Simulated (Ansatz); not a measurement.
## Mg2AlCoC6N6, before and after

Recipe of this trial structure of Mg2AlCoC6N6: cyanide-bridged rock-salt net of two metals, 2 guest cations a cell (Fm-3m, No. 225). Lengths were set from tabulated atomic sizes, so they are only a guess.

start.cif

```cif
data_structure
_symmetry_space_group_name_H-M 'Fm-3m'
_symmetry_Int_Tables_number 225
_cell_length_a 10.0990
_cell_length_b 10.0990
_cell_length_c 10.0990
_cell_angle_alpha 90.000
_cell_angle_beta 90.000
_cell_angle_gamma 90.000
_cell_volume 1030.00
loop_
_atom_site_label
_atom_site_type_symbol
_atom_site_symmetry_multiplicity
_atom_site_Wyckoff_symbol
_atom_site_fract_x
_atom_site_fract_y
_atom_site_fract_z
_atom_site_occupancy
Mg1 Mg 8 c 0.25000 0.75000 0.75000 1
Al1 Al 4 b 0.50000 0.00000 0.00000 1
Co1 Co 4 a 0.00000 0.00000 0.00000 1
C1 C 24 e 0.18982 0.00000 0.00000 1
N1 N 24 e 0.30567 0.00000 0.00000 1
```

All numbers below come from DFT PBE, scalar-relativistic, plane waves, PAW (Ansatz). Cutoff 420 eV, Gaussian smearing, Γ-centred meshes. Cell and atoms relax first on a coarse mesh and then on a converged one. In between, the cell is made exact in the group found at 0.06 Å. The steps can't lower the symmetry of their start. Collinear spin, starting moments Co 3.0 μB; they died out on the coarse mesh, so the last step has no spin.

end.cif

```cif
data_structure
_symmetry_space_group_name_H-M 'Fm-3m'
_symmetry_Int_Tables_number 225
_cell_length_a 10.1121
_cell_length_b 10.1121
_cell_length_c 10.1121
_cell_angle_alpha 90.000
_cell_angle_beta 90.000
_cell_angle_gamma 90.000
_cell_volume 1034.01
loop_
_atom_site_label
_atom_site_type_symbol
_atom_site_symmetry_multiplicity
_atom_site_Wyckoff_symbol
_atom_site_fract_x
_atom_site_fract_y
_atom_site_fract_z
_atom_site_occupancy
Mg1 Mg 8 c 0.25000 0.75000 0.75000 1
Al1 Al 4 b 0.50000 0.00000 0.00000 1
Co1 Co 4 a 0.00000 0.00000 0.00000 1
C1 C 24 e 0.18776 0.00000 0.00000 1
N1 N 24 e 0.30326 0.00000 0.00000 1
```

The symmetry stays Fm-3m (No. 225). The volume per atom stays near 16.2 Å³. The shortest distance stays 1.17 Å (C–N).

```yaml
Volume_per_atom: 16.16 Å³
Density: 1.87 g/cm³
Formation_energy: +0.273 eV/atom
Gap_on_the_6×6×6_mesh_of_the_16-atom_cell: 0.07 eV
```

Energies over the elements count from the elements' standard structures at the same level (N₂ as a molecule), with no fitted energy shifts. The separate elements lie lower, so it is unstable against them.

The last run used Gaussian smearing of 0.10 eV. The reference form of C is held partly by dispersion forces, which this level lacks. Trial moments died out on the coarse mesh, so the last step has no spin; another magnetic start might hold. A gap this small is below the smearing, so the run can't tell it from none. Symmetry constrained the relaxation, so the result can be a saddle point. In all, the 4 runs took 4.5 min on 1 thread of Arm Neoverse V2 (shared host).
